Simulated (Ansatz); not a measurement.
All-electron LAPW in Ansatz 0.2.0 under PBE, scalar-relativistic, energies extrapolated to zero smearing. Slabs are 1×1 cells cut from bulk crystals relaxed on PAW files, with atoms then relaxed, 16 to 20 Å of vacuum, a dipole correction, k spacings of 0.16 to 0.26 Å⁻¹ and smearing of 0.02 to 0.1 eV, without spin–orbit coupling; Cr, Mn, Fe, Co, Ni, Eu and Gd start ferromagnetic, the others run without spin. The bulk type named needn't be the stable one, and no reconstruction is allowed. Antiferromagnetic order, which Cr and Mn prefer, wasn't tried.

```csv
slab,area (Å²),γ (J/m²),Φ (eV),Δd12 (%)
"bcc Cr (111), 1 layer",14.05,?,3.81,–
"bcc Cr (110), 4 layers",5.74,3.26,4.85,-3.9
"bcc Cr (110), 3 layers",5.74,3.32,4.85,-3.4
"bcc Cr (110), 1 layer",5.74,3.53,4.95,–
"bcc Cr (110), 6 layers",5.74,3.23,?,-4.5
"bcc Cr (111), 3 layers",14.05,3.16,3.93,6.1
```

Task: Fill in "γ (J/m²)" for the row "bcc Cr (111), 1 layer".

Result: 2.05.

Task: Fill in "Φ (eV)" for the row "bcc Cr (110), 6 layers".

Result: 4.79.
